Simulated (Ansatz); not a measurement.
All numbers below come from DFT PBE, scalar-relativistic, plane waves, PAW (Ansatz). The final run on the 12-atom cell used 420 eV, a Γ-centred 12×12×4 mesh, 0.10 eV smearing and no spin polarisation.

The zero of energy is the elements' standard structures at the same level; no fitted shifts are applied.

Question: Find a candidate tetragonal metal with formula Zr₅TiC₆, with a formation energy near −0.81 eV/atom and a density near 6.31 g/cm³, in a cell of 12 atoms.

Answer: Zr₅TiC₆, space group P4/mmm (No. 123). Around Zr on a site of symmetry 4mm lie 6 C at 2.33–2.39 Å; Zr on a second site of symmetry 4mm is surrounded by 6 C at 2.24–2.37 Å and 4 Ti at 3.23 Å; Ti is surrounded by 6 C at 2.21–2.33 Å and 8 Zr at 3.23 Å; around C on a site of symmetry 4/mmm lie 6 Zr at 2.33–2.36 Å; 4 more sites not described.

```cif
data_structure
_symmetry_space_group_name_H-M 'P4/mmm'
_symmetry_Int_Tables_number 123
_cell_length_a 3.2978
_cell_length_b 3.2978
_cell_length_c 13.9364
_cell_angle_alpha 90.000
_cell_angle_beta 90.000
_cell_angle_gamma 90.000
_cell_volume 151.57
loop_
_atom_site_label
_atom_site_type_symbol
_atom_site_symmetry_multiplicity
_atom_site_Wyckoff_symbol
_atom_site_fract_x
_atom_site_fract_y
_atom_site_fract_z
_atom_site_occupancy
Zr1 Zr 2 g 0.00000 0.00000 0.16969 1
Zr2 Zr 2 h 0.50000 0.50000 0.33940 1
Zr3 Zr 1 c 0.50000 0.50000 0.00000 1
Ti1 Ti 1 b 0.00000 0.00000 0.50000 1
C1 C 1 a 0.00000 0.00000 0.00000 1
C2 C 2 h 0.50000 0.50000 0.16918 1
C3 C 2 g 0.00000 0.00000 0.34130 1
C4 C 1 d 0.50000 0.50000 0.50000 1
```

| Property | Result |
| --- | --- |
| Volume per atom | 12.63 Å³ |
| Density | 6.31 g/cm³ |
| Energy over the elements | −0.81 eV/atom |
| Gap on the 12×12×4 mesh of the 12-atom cell | 0 eV (a metal) |

It was reached by relaxing an invented guess, and it needn't be the stable form of this composition. The answer needn't be unique; the calculation gave this one.

The reference form of C is held partly by dispersion forces, which this level lacks. A later test with randomly moved atoms came back to the same energy, though modes that don't fit the test's cell weren't probed.
